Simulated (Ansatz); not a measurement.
Relaxed TiN (rock salt):

```
TiN
1.0
    0.00000     2.10193     2.10193
    2.10193     0.00000     2.10193
    2.10193     2.10193     0.00000
N Ti
1 1
Cartesian
  0.00000   0.00000   0.00000
  2.10193   2.10193   2.10193
```

Scan: atom 1 (N, nearest neighbour Ti at 2.102 Å; its periodic images, 3.0 Å or more away, move with it) is displaced along Cartesian [110], direction (0.707, 0.707, 0.000) in Cartesian axes, by s. The other atoms stay.

All values below come from PBEsol (plane waves to 420 eV, PAW, scalar-relativistic; Ansatz, a quantum-chemistry and plane-wave program). k mesh 15×15×15 (Γ-centred), Fermi-Dirac smearing 0.05 eV. Energies are smeared free energies. Compression counts positive. With partly filled bands, energies and forces of such displacements shift with the k mesh and the smearing. F∥ is the force on the atom along that direction. The PAW data are Ansatz's earlier set. TiN is run without spin polarisation. TiN was relaxed with its symmetry unable to fall. ΔE is measured from the undisplaced structure.

```tsv
s (Å)	ΔE (meV/cell)	P (GPa)	F∥ (eV/Å)
-0.420	994	?	4.581
-0.336	643	?	3.832
-0.252	?	10.6	2.886
-0.168	?	4.8	1.910
-0.084	40	1.2	0.962
0.000	0	0.0	0.000
0.084	40	1.2	-0.962
0.168	?	4.8	-1.910
0.252	?	10.6	-2.886
0.336	643	?	-3.832
0.420	994	?	-4.581
```

Complete the blanks.


- -0.420, P (GPa): 28.1
- -0.336, P (GPa): 18.5
- -0.252, ΔE (meV/cell): 363
- -0.168, ΔE (meV/cell): 161
- 0.168, ΔE (meV/cell): 161
- 0.252, ΔE (meV/cell): 363
- 0.336, P (GPa): 18.5
- 0.420, P (GPa): 28.1

(For displaced atoms, the force is minus the slope of the energy, and its curvature is a force constant, which sets phonon frequencies.)
